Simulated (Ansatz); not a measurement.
Rh (fcc, Cu type)

```
Rh
1.0
    0.00000     1.91513     1.91513
    1.91513     0.00000     1.91513
    1.91513     1.91513     0.00000
Rh
1
Direct
  0.00000   0.00000   0.00000
```

The slice is a {100} plane (indices of the conventional cell) through the point (0.000, 0.000, 0.000) (fractional), spanned by u = [100] and v = [0 1 -1] in vectors of this cell: u (2.71 Å) and v (2.71 Å, at 90° to u). It covers one period; positions are fractions (u, v).

Method: PBE (plane waves to 420 eV, PAW, scalar-relativistic; Ansatz, an electronic-structure program). k mesh 21×21×21. Inside the PAW spheres the values are not all-electron values, and peaks at nuclei hang on which shells count as valence. Rh is run without spin polarisation. Rh was relaxed with its symmetry unable to fall. The PAW data are Ansatz's earlier set.

Task: What is the valence density on the shortest Rh–Rh line in this plane (2.71 Å), at its midpoint?

Result: 0.37 e/Å³.

Task: What is the ELF at the midpoint of the shortest Rh–Rh line in this plane (2.71 Å)?

Result: 0.27.

Task: Sketch the electron localisation function (ELF) on this plane as a map.

Result: 
```
|xxxxx@#+-.......-+#@xxxx|
|xxxx@%#+:. ... .:+#%@xxx|
|xxxx@%*=:. ... .:=*%@xxx|
|xx@@%#+-.  ...  .-+#%@@x|
|@@%%#*=:.   .   .:=*#%%@|
|###*+=:.         .:=+*##|
|+++=-:.           .:-=++|
|--::..             ..::-|
|....                 ...|
|..                     .|
|.....               ....|
|......             .....|
|.....               ....|
|..                     .|
|....                 ...|
|--::..             ..::-|
|+++=-:.           .:-=++|
|###*+=:.         .:=+*##|
|@@%%#*=:.   .   .:=*#%%@|
|xx@@%#+-.  ...  .-+#%@@x|
|xxxx@%*=:. ... .:=*%@xxx|
|xxxx@%#+:. ... .:+#%@xxx|
|xxxxx@#+-.......-+#@xxxx|
|xxxxx@#+-.......-+#@xxxx|
```
Scale: ten equal steps from 0.18 (start of ' ') to 0.67 (end of '@'), in the order ' .:-=+*#%@'. Values: electron localisation function (ELF). The map has 24 points along u (one character each, u = 0 at the left) and 24 along v (v = 0 in the bottom row). Points within 0.5 Å of a nucleus are blanked (x), as the pseudised field means little there.
